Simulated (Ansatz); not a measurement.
Cu2O (cuprite type, space group Pn-3m)

```
Cu2O
1.0
    4.29826     0.00000     0.00000
    0.00000     4.29826     0.00000
    0.00000     0.00000     4.29826
Cu O
4 2
Direct
  0.75000   0.75000   0.75000
  0.75000   0.25000   0.25000
  0.25000   0.75000   0.25000
  0.25000   0.25000   0.75000
  0.00000   0.00000   0.00000
  0.50000   0.50000   0.50000
```

The slice is a {100} plane (indices of the conventional cell) through the point (0.750, 0.750, 0.750) (fractional), spanned by u = [100] and v = [010] in vectors of this cell: u (4.30 Å) and v (4.30 Å, at 90° to u). It covers one period; positions are fractions (u, v).

Calculation: PBE (plane waves to 420 eV, PAW, scalar-relativistic; Ansatz, a program for electronic structure). k mesh 8×8×8. These are valence fields of a PAW run, semicore shells included where kept as valence: close to a nucleus they are smooth pseudo fields. Cu2O is run without spin polarisation. Cu2O was relaxed with its symmetry unable to fall.

Three fields on this plane, each scaled to ten steps between its own extremes (0 low, 9 high; the total valence density on a logarithmic scale, the potential cut 8 eV below its top; x marks points blanked near nuclei; v = 0 in the bottom row):

Map A
```
|xxxxxx54321000000112233xxxxx|
|xxxxx6543211000001223234xxxx|
|xxxxx5543321100111233323xxxx|
|xxxx555433221111224554333xxx|
|xx6555443333222223567753334x|
|4555544433333332335799753233|
|3444444344444433234799974323|
|3333333444555543323579975332|
|2223333445556xxx433357765322|
|11122334555xxxxxxx3334554221|
|0011233455xxxxxxxxx323332111|
|0001123456xxxxxxxxx432322100|
|000012345xxxxxxxxxxx33221100|
|000012334xxxxxxxxxxx43321000|
|000112233xxxxxxxxxxx54321000|
|0001223234xxxxxxxxx654321100|
|0111233323xxxxxxxxx554332110|
|11224554333xxxxxxx5554332211|
|2223567753334xxx655544333322|
|3233579975323345555444333333|
|3323479997432334444443444444|
|4332357997533233333334445555|
|xx4333577653222223333445556x|
|xxxx333455422111122334555xxx|
|xxxxx3233321110011233455xxxx|
|xxxxx4323221000001123456xxxx|
|xxxxxx33221100000012345xxxxx|
|xxxxxx43321000000012334xxxxx|
```

Map B
```
|xxxxxx03688999999998630xxxxx|
|xxxxx0046889999999986400xxxx|
|xxxxx0157889999999987510xxxx|
|xxxx003678888889998876300xxx|
|xx0003577888888888887653000x|
|0001356777776666677776653100|
|3345677777654333456667666543|
|6667777765310000013566777766|
|8888887753000xxx000356788888|
|88888876300xxxxxxx0036788999|
|9999887510xxxxxxxxx015789999|
|9999886400xxxxxxxxx004689999|
|999988630xxxxxxxxxxx03689999|
|999988630xxxxxxxxxxx03688999|
|999998630xxxxxxxxxxx03688999|
|9999986400xxxxxxxxx004688999|
|9999987510xxxxxxxxx015788999|
|89998876300xxxxxxx0036788888|
|8888887653000xxx000357788888|
|6667777665310000013567777766|
|3345666766654333456777776543|
|0001356677776666677777653100|
|xx0003567888888888887753000x|
|xxxx003678899988888876300xxx|
|xxxxx0157899999999887510xxxx|
|xxxxx0046899999999886400xxxx|
|xxxxxx03689999999988630xxxxx|
|xxxxxx03688999999988630xxxxx|
```

Map C
```
|xxxxxx75321100000123457xxxxx|
|xxxxx9753211000011234579xxxx|
|xxxxx8643211111112334568xxxx|
|xxxx975432211112233455679xxx|
|xx9875433222222333455566789x|
|8776543333333344445556666677|
|5554433333445555555566655555|
|4333333334567787766666555444|
|2222223345789xxx987665554333|
|11112234579xxxxxxx9765543322|
|1111123468xxxxxxxxx865433211|
|0001123579xxxxxxxxx975432110|
|000112357xxxxxxxxxxx75432100|
|000112458xxxxxxxxxxx85421100|
|000123457xxxxxxxxxxx75321100|
|0011234579xxxxxxxxx975321100|
|1112334568xxxxxxxxx864321111|
|12233455679xxxxxxx9754322111|
|2333455566789xxx987543322222|
|4444555666667787765433333333|
|5555556665555555544333334455|
|8776666655544443333333345677|
|xx9876655543332222223345789x|
|xxxx976554332211112234579xxx|
|xxxxx8654332111111123468xxxx|
|xxxxx9754321100001123579xxxx|
|xxxxxx75432100000112357xxxxx|
|xxxxxx85421100000112458xxxxx|
```

### Question
Assign the maps to these fields: electron localisation function (ELF); valence electron density; electrostatic potential energy of an electron, from the cell's mean.

### Answer
A is the electron localisation function (ELF); B is the electrostatic potential energy of an electron, from the cell's mean; C is the valence electron density.
